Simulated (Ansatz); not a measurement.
Ga₂O₃:
```xyz
20
Lattice="10.6837 0.0000 0.0000 0.0000 3.0221 0.0000 0.0000 0.0000 9.7817" Properties=species:S:1:pos:R:3 pbc="T T T"
Ga     9.8679     0.7555     0.8905
Ga     4.5261     0.7555     4.0003
Ga     0.8158     2.2666     8.8912
Ga     6.1576     2.2666     5.7814
Ga     6.1172     0.7555     8.8885
Ga     0.7753     0.7555     5.7841
Ga     4.5665     2.2666     0.8932
Ga     9.9084     2.2666     3.9976
O      4.3499     0.7555     2.2109
O      9.6917     0.7555     2.6800
O      6.3338     2.2666     7.5708
O      0.9920     2.2666     7.1017
O      4.2424     0.7555     9.4624
O      9.5842     0.7555     5.2102
O      6.4413     2.2666     0.3193
O      1.0995     2.2666     4.5715
O      6.4438     0.7555     4.7487
O      1.1019     0.7555     0.1422
O      4.2399     2.2666     5.0330
O      9.5818     2.2666     9.6395
```

Relaxed with PBE. Special points in fractions of this cell's reciprocal vectors: Γ (0.000, 0.000, 0.000); X (0.500, 0.000, 0.000); S (0.500, 0.500, 0.000); Y (0.000, 0.500, 0.000); Z (0.000, 0.000, 0.500); U (0.500, 0.000, 0.500); R (0.500, 0.500, 0.500); T (0.000, 0.500, 0.500).

### Question
List the band energies nearest the valence-band maximum at these points for DFT-PBE in the program Ansatz with PAW potentials.

### Answer
In eV from the valence-band maximum; about four levels below and three above (degenerate sets whole), none deeper than 8.9 eV; points with the same levels are listed once.

| k | below | above |
|---|---|---|
| Γ | -0.16 -0.14 -0.14 -0.11 | 1.79 2.77 3.99 |
| X | -0.21 -0.21 -0.14 -0.14 | 2.26 2.26 4.24 4.24 |
| S | -0.49 -0.49 -0.49 -0.49 | 5.62 5.62 5.62 5.62 |
| Y | -0.49 -0.49 -0.46 -0.46 | 5.61 5.61 5.64 5.64 |
| Z | -0.15 -0.15 -0.14 -0.14 | 2.66 2.66 3.41 3.41 |
| U | -0.21 -0.21 -0.14 -0.14 | 2.93 2.93 3.10 3.10 |
| R | -0.48 -0.48 -0.48 -0.48 | 5.60 5.60 5.60 5.60 |
| T | -0.48 -0.48 -0.46 -0.46 | 5.56 5.56 5.63 5.63 |

Space group Pnma. A made-up cell: these elements were put on the sites of a structure type; neither database checked (COD, Materials Project) lists it. It is not the phase usual at ambient conditions (space group No. 12, 167). Symmetry was held in the PBE relaxation; its stability against distortions is not shown here. A crystal of weakly bound layers computed without a dispersion correction: the cell and the soft elastic constants depend strongly on that. Spin–orbit coupling is left out wherever it is not named.

Potentials: the later of the program's two PAW sets.
